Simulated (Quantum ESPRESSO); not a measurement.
# Au3SnIr3Ru: input and log of a self-consistent run

Simulated, not a measurement. The program is pw.x of Quantum ESPRESSO 7.5 (plane-wave density functional theory). The cell is made up: eight metal atoms on a hexagonal close-packed lattice, with elements, volume, strain and displacements drawn at random and not relaxed, so it may be unstable or far from any real phase. PseudoDojo standard norm-conserving files set the functional (PBE unless stated); there is no spin polarisation or spin-orbit coupling, the Fermi-Dirac width of 0.25 eV means electrons at about 2900 K, and the masses in the input are unused placeholders. The tin pseudopotential is less sure than most, with forces differing by about three percent from a second method on plain tin. Heavy elements are run without spin-orbit coupling, which real alloys of them have. A spin test at this wide smearing found no moment, but such smearing suppresses magnetism that the real alloy may have.

Input:

```
&control calculation='scf', pseudo_dir='./dojo.nc.sr.pbe.v0_5.standard.upf', outdir='./o', disk_io='minimal', tprnfor=.true., tstress=.true. /
&system ibrav=0, nat=8, ntyp=4, nbnd=82, ecutwfc=84.00895049, nosym=.true., tot_charge=0,
 occupations='smearing', smearing='fd', degauss=0.0183746611
/
&electrons conv_thr=1.470e-08, electron_maxstep=70, mixing_beta=0.5 /
ATOMIC_SPECIES
Au 1.0 Au.upf
Ir 1.0 Ir.upf
Ru 1.0 Ru.upf
Sn 1.0 Sn.upf
CELL_PARAMETERS angstrom
4.3414 -2.5298 0.0502
-2.9338 0.0246 -4.7447
2.9439 5.1455 -0.0329
ATOMIC_POSITIONS angstrom
Au 0.0358 -0.0089 -0.0257
Sn 1.469 2.5902 -0.094
Ir -0.0219 1.715 -2.3319
Ru 1.4695 4.2977 -2.4125
Ir 2.8217 0.0339 -0.0281
Au 4.3591 2.6331 -0.023
Ir 1.4325 -0.8641 -2.394
Au 2.8787 1.7953 -2.3842
K_POINTS automatic
5 5 4 1 1 1
```

The log is shortened where brackets say so; the opening notice, blank lines, dates and the lines on written files are dropped, and the path of the files is cut. It prints rydbergs, bohrs and kilobars, and counts compression as positive stress. Its total energy is the free energy E - TS of the whole cell.

```
     Program PWSCF v.7.5
     Parallel version (MPI & OpenMP), running on       4 processor cores
     Number of MPI processes:                 4
     Threads/MPI process:                     1
     [start-up lines left out]
     bravais-lattice index     =            0
     lattice parameter (alat)  =       9.4958  a.u.
     unit-cell volume          =     950.2031 (a.u.)^3
     number of atoms/cell      =            8
     number of atomic types    =            4
     number of electrons       =       138.00
     number of Kohn-Sham states=           82
     kinetic-energy cutoff     =      84.0090  Ry
     charge density cutoff     =     336.0358  Ry
     scf convergence threshold =      1.5E-08
     mixing beta               =       0.5000
     number of iterations used =            8  plain     mixing
     Exchange-correlation= PBE
                           (   1   4   3   4   0   0   0)
     [axes and pseudopotential details left out]
   Cartesian axes
     site n.     atom                  positions (alat units)
         1        Au     tau(   1) = (   0.0071244  -0.0017712  -0.0051145  )
         2        Sn     tau(   2) = (   0.2923410   0.5154674  -0.0187066  )
         3        Ir     tau(   3) = (  -0.0043582   0.3412967  -0.4640640  )
         4        Ru     tau(   4) = (   0.2924405   0.8552715  -0.4801039  )
         5        Ir     tau(   5) = (   0.5615375   0.0067463  -0.0055921  )
         6        Au     tau(   6) = (   0.8674905   0.5240048  -0.0045772  )
         7        Ir     tau(   7) = (   0.2850772  -0.1719618  -0.4764223  )
         8        Au     tau(   8) = (   0.5728809   0.3572769  -0.4744720  )
     number of k points=    50  Fermi-Dirac smearing, width (Ry)=  0.0184
                       cart. coord. in units 2pi/alat
        k(    1) = (   0.1412873   0.0400023  -0.1930618), wk =   0.0400000
        k(    2) = (   0.2483659   0.2224652  -0.2583258), wk =   0.0400000
     [further k points left out]
     Dense  grid:    98821 G-vectors     FFT dimensions: (  60,  64,  72)
     Estimated max dynamical RAM per process >     402.02 MB
     Estimated total dynamical RAM >       1.50 GB
     Initial potential from superposition of free atoms
     starting charge     137.9969, renormalised to     138.0000
     Starting wfcs are   79 randomized atomic wfcs +    3 random wfcs
     total cpu time spent up to now is       11.8 secs
     per-process dynamical memory:   318.8 Mb
     Self-consistent Calculation
     iteration #  1     ecut=    84.01 Ry     beta= 0.50
     Davidson diagonalization with overlap
     ethr =  1.00E-02,  avg # of iterations =  3.0
     total cpu time spent up to now is       43.8 secs
     total energy              =   -1937.14345116 Ry
     estimated scf accuracy    <       4.33657743 Ry
     iteration #  2     ecut=    84.01 Ry     beta= 0.50
     Davidson diagonalization with overlap
     ethr =  3.14E-03,  avg # of iterations =  3.0
     total cpu time spent up to now is       73.5 secs
     total energy              =   -1936.78267593 Ry
     estimated scf accuracy    <      38.84629104 Ry
     iteration #  3     ecut=    84.01 Ry     beta= 0.50
     Davidson diagonalization with overlap
     ethr =  3.14E-03,  avg # of iterations =  2.6
     total cpu time spent up to now is      105.3 secs
     total energy              =   -1939.57395966 Ry
     estimated scf accuracy    <       1.33663131 Ry
     iteration #  4     ecut=    84.01 Ry     beta= 0.50
     Davidson diagonalization with overlap
     ethr =  9.69E-04,  avg # of iterations =  2.0
     total cpu time spent up to now is      130.3 secs
     total energy              =   -1939.67191410 Ry
     estimated scf accuracy    <       1.48628872 Ry
     iteration #  5     ecut=    84.01 Ry     beta= 0.50
     Davidson diagonalization with overlap
     ethr =  9.69E-04,  avg # of iterations =  1.0
     total cpu time spent up to now is      152.6 secs
     total energy              =   -1939.76609730 Ry
     estimated scf accuracy    <       0.01187451 Ry
     [iterations 6 to 11 left out]
     iteration # 12     ecut=    84.01 Ry     beta= 0.50
     Davidson diagonalization with overlap
     ethr =  1.33E-08,  avg # of iterations =  2.1
     total cpu time spent up to now is      330.3 secs
     total energy              =   -1939.77064131 Ry
     estimated scf accuracy    <       0.00000188 Ry
     iteration # 13     ecut=    84.01 Ry     beta= 0.50
     Davidson diagonalization with overlap
     ethr =  1.36E-09,  avg # of iterations =  4.0
     total cpu time spent up to now is      357.4 secs
     total energy              =   -1939.77064176 Ry
     estimated scf accuracy    <       0.00000019 Ry
     iteration # 14     ecut=    84.01 Ry     beta= 0.50
     Davidson diagonalization with overlap
     ethr =  1.37E-10,  avg # of iterations =  2.3
     total cpu time spent up to now is      383.3 secs
     total energy              =   -1939.77064178 Ry
     estimated scf accuracy    <       0.00000009 Ry
     iteration # 15     ecut=    84.01 Ry     beta= 0.50
     Davidson diagonalization with overlap
     ethr =  6.22E-11,  avg # of iterations =  2.0
     total cpu time spent up to now is      407.7 secs
     total energy              =   -1939.77064179 Ry
     estimated scf accuracy    <       0.00000006 Ry
     iteration # 16     ecut=    84.01 Ry     beta= 0.50
     Davidson diagonalization with overlap
     ethr =  4.23E-11,  avg # of iterations =  1.1
     total cpu time spent up to now is      429.3 secs
     End of self-consistent calculation
     [lines on levels left out]
!    total energy              =   -1939.77064179 Ry
     estimated scf accuracy    <          7.0E-09 Ry
     smearing contrib. (-TS)   =      -0.12910283 Ry
     internal energy E=F+TS    =   -1939.64153896 Ry
     The total energy is F=E-TS. E is the sum of the following terms:
     one-electron contribution =    -505.03580181 Ry
     hartree contribution      =     333.54750147 Ry
     xc contribution           =    -365.23669441 Ry
     ewald contribution        =   -1402.91654420 Ry
     convergence has been achieved in  16 iterations
     Forces acting on atoms (cartesian axes, Ry/au):
     atom    1 type  1   force =    -0.00639391    0.00829218   -0.00433443
     atom    2 type  4   force =    -0.02816972   -0.01642125    0.02154867
     atom    3 type  2   force =    -0.02724322   -0.01655651   -0.02383444
     atom    4 type  3   force =     0.01993712    0.02909277   -0.01602393
     atom    5 type  2   force =     0.02041821   -0.00932030    0.02769335
     atom    6 type  1   force =     0.01055436   -0.00106056    0.00962658
     atom    7 type  2   force =    -0.00566342    0.02568539   -0.00741962
     atom    8 type  1   force =     0.01656058   -0.01971172   -0.00725617
     Total force =     0.087631     Total SCF correction =     0.000451
     Computing stress (Cartesian axis) and pressure
          total   stress  (Ry/bohr**3)                   (kbar)     P=     -110.99
  -0.00073157  -0.00005625  -0.00003059         -107.62       -8.28       -4.50
  -0.00005625  -0.00082836   0.00007210           -8.28     -121.86       10.61
  -0.00003059   0.00007210  -0.00070354           -4.50       10.61     -103.49
     init_run     :     10.29s CPU     10.66s WALL (       1 calls)
     electrons    :    409.48s CPU    417.53s WALL (       1 calls)
     forces       :      3.65s CPU      3.68s WALL (       1 calls)
     stress       :     12.87s CPU     13.14s WALL (       1 calls)
     [timing details left out]
     PWSCF        :   7m17.43s CPU   7m26.27s WALL
     JOB DONE.
```

In other units: free energy -26391.924 eV for the cell, pressure -11.10 GPa, largest force component 0.748 eV/Å in size. The run took 448 s of wall time with four MPI processes on a shared machine (Intel Xeon, older, virtual cores), so the time is rough. A rerun of this cell at a higher cutoff and on a denser mesh moved values by no more than 0.008 eV in energy, 0.03 GPa in stress and 0.011 eV/Å in force, and a second program with other atomic files agreed on that cell to 2 % rms in force and 0.5 GPa in pressure.